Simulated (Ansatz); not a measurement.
Values for one crystal, relaxed and computed with DFT-r²SCAN in the program Ansatz with PAW potentials; other levels are named.

| Quantity | Value |
|---|---|
| Volume per atom | 10.81 Å³ |
| Band gap | 1.55 eV (indirect) |
| Bulk modulus (Birch–Murnaghan fit) | 1010 kbar |
| Smallest direct gap on the standard path | 1.56 eV |
| Pressure derivative B′ | 4.5 |
| Formation energy from the elements (no fitted shifts) | -2.07 eV/atom |

Problem. Which compound is it?
A) NdO2, C2/m (Nd on 4i, O on 4i, O on 4i)
B) ZnO, wurtzite
C) FePO4, Cmcm (Fe on 4a, P on 4c, O on 8f, O on 8g)
D) Ca3PbO, anti-perovskite

Solution. C, FePO4, Cmcm (Fe on 4a, P on 4c, O on 8f, O on 8g)

The workflow started from a Materials Project entry (that database holds measured and hypothetical structures alike); the Crystallography Open Database copy checked does not list it. COD files the formula under space group No. 14, 61, 62, 152. Whether it is the stable phase at ambient conditions was not checked. The r²SCAN relaxation kept the symmetry of its start, as lowered by the spin order; whether a distortion lowers the energy is not shown. Magnetic state: antiferromagnetic, chosen from 2 collinear starts compared on coarse meshes (ties went to the first, and starts can fall back to one state), not a proven ground state. Other orbital occupations within this spin state were not tried. No Hubbard U is applied. The references are the lowest solids computed at this level, not always the standard phases (solids in place of the gases).

Potentials: the later of the program's two PAW sets.
